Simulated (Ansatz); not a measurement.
# Mg: stiffness from a series of strains

```
CELL_PARAMETERS angstrom
3.20927 0.00000 0.00000
-1.60464 2.77931 0.00000
0.00000 0.00000 5.21033
ATOMIC_POSITIONS crystal
Mg 0.33333 0.66667 0.25000
Mg 0.66667 0.33333 0.75000
```

Atoms are numbered in the order listed.

The cell is COD entry 9008506, as deposited and not checked against the literature; nothing was relaxed.

All numbers below come from DFT, LDA, all-electron LAPW, scalar-relativistic in Ansatz 0.2.0.

The runs use a Γ-centred 12×12×7 k mesh, Fermi–Dirac smearing of 0.05 eV, basis error target 1 meV/atom, no spin polarisation.

The strain is applied along the Cartesian axes of the cell as listed (the other components stay zero). Fractional coordinates are held (clamped ions).

σ is the change of stress from the unstrained cell, which is at -2.49 GPa; tension is positive, so slopes are stress–strain coefficients at that pressure. In a metal the k mesh adds noise.

Only quantities that a quadratic follows smoothly over the whole series are listed; rougher ones are left out.

```csv
εzz,σzz (GPa),σxx (GPa)
-0.0200,-1.31,-0.28
-0.0100,-0.62,-0.14
0.0000,0.00,0.00
0.0200,1.21,0.20
```

Fit the series and read off the stiffness at zero strain.

Least-squares fits y = p0 + p1 x + p2 x² to the rows give σzz (GPa): p1 = 62.8, p2 = -150; σxx (GPa): p1 = 12.1, p2 = -91. So C33 = 63 GPa and C13 = 12 GPa, for these axes.

One run, at εzz = 0.0100, is withheld. Predict its row.

The fits give 0.62, 0.11; the run gave 0.67, 0.09.
